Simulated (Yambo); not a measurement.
Yambo input for CsO₂H₃ (space group Amm2, No. 38) (a = 4.2502 Å, b = c = 4.5918 Å, α = 57.61°, β = γ = 90.00°), on LDA (pw.x of Quantum ESPRESSO, ONCV potentials, no spin-orbit coupling) wavefunctions on a 8×8×8 mesh:

```
optics
chi
dipoles
kernel
FFTGvecs= 40 Ry
Chimod= "HARTREE"
NGsBlkXd= 3 Ry
% QpntsRXd
 1 | 1 |
%
% BndsRnXd
 1 | 55 |
%
GrFnTpXd= "R"
% EnRngeXd
 0.0 | 20.0 | eV
%
% DmRngeXd
 0.2 | 0.2 | eV
%
CGrdSpXd= 50
ETStpsXd= 161
% LongDrXd
 0.0 | 0.0 | 1.0 |
%
```

First lines of the file o-*.eps_q1_inv_rpa_dyson:

```
Absorption @ Q(1):   0.00000000     0.00000000     1.00000000    [q->0 direction]
#
# [ X ] Hartree size     :   51
# [GEN] GF Energies     : Slater exchange(X)+Perdew & Wang(C)
# [GEN] Green`s Function     : Retarded
#
# [GEN] Gauge     : Length
# [GEN] [r,Vnl] included     : yes
#
#    E[1] [eV]     Im(eps)     Re(eps)     Im(eps_o)     Re(eps_o)
#
     0.000000     -0.22313E-15     2.562622     0.17056E-18     2.848288
     0.125000     0.681043E-3     2.562834     0.795360E-3     2.848536
     0.250000     0.001364     2.563472     0.001593     2.849280
     0.375000     0.002050     2.564536     0.002394     2.850523
     0.500000     0.002741     2.566030     0.003200     2.852267
     0.625000     0.003440     2.567957     0.004015     2.854517
     0.750000     0.004147     2.570322     0.004839     2.857278
     0.875000     0.004866     2.573132     0.005676     2.860556
     1.000000     0.005597     2.576393     0.006526     2.864360
     1.125000     0.006343     2.580115     0.007393     2.868699
     1.250000     0.007106     2.584307     0.008278     2.873585
     1.375000     0.007889     2.588980     0.009186     2.879029
     1.500000     0.008694     2.594149     0.010118     2.885046
     1.625000     0.009525     2.599827     0.011077     2.891652
     1.750000     0.010384     2.606031     0.012067     2.898865
     1.875000     0.011274     2.612779     0.013092     2.906706
     2.000000     0.012200     2.620093     0.014155     2.915197
     2.125000     0.013166     2.627995     0.015261     2.924363
     2.250000     0.014175     2.636512     0.016415     2.934232
     2.375000     0.015234     2.645672     0.017623     2.944836
     2.500000     0.016348     2.655507     0.018890     2.956209
     2.625000     0.017524     2.666054     0.020224     2.968391
     2.750000     0.018769     2.677352     0.021633     2.981425
     2.875000     0.020093     2.689448     0.023126     2.995359
     3.000000     0.021505     2.702392     0.024714     3.010250
     3.125000     0.023017     2.716243     0.026409     3.026159
     3.250000     0.024643     2.731065     0.028226     3.043155
     3.375000     0.026401     2.746933     0.030183     3.061320
     3.500000     0.028309     2.763934     0.032300     3.080744
     3.625000     0.030394     2.782167     0.034605     3.101533
     3.750000     0.032686     2.801746     0.037129     3.123810
     3.875000     0.035226     2.822808     0.039914     3.147717
     4.000000     0.038067     2.845514     0.043016     3.173425
```
(The file goes on to the top of the energy range.) Convergence of the RPA response with its 8×8×8 mesh was not tested.

Geometry of the Materials Project entry, not relaxed at this level.

The structure is a Materials Project entry; no match was found in the copy of COD used, and its stability was not checked.
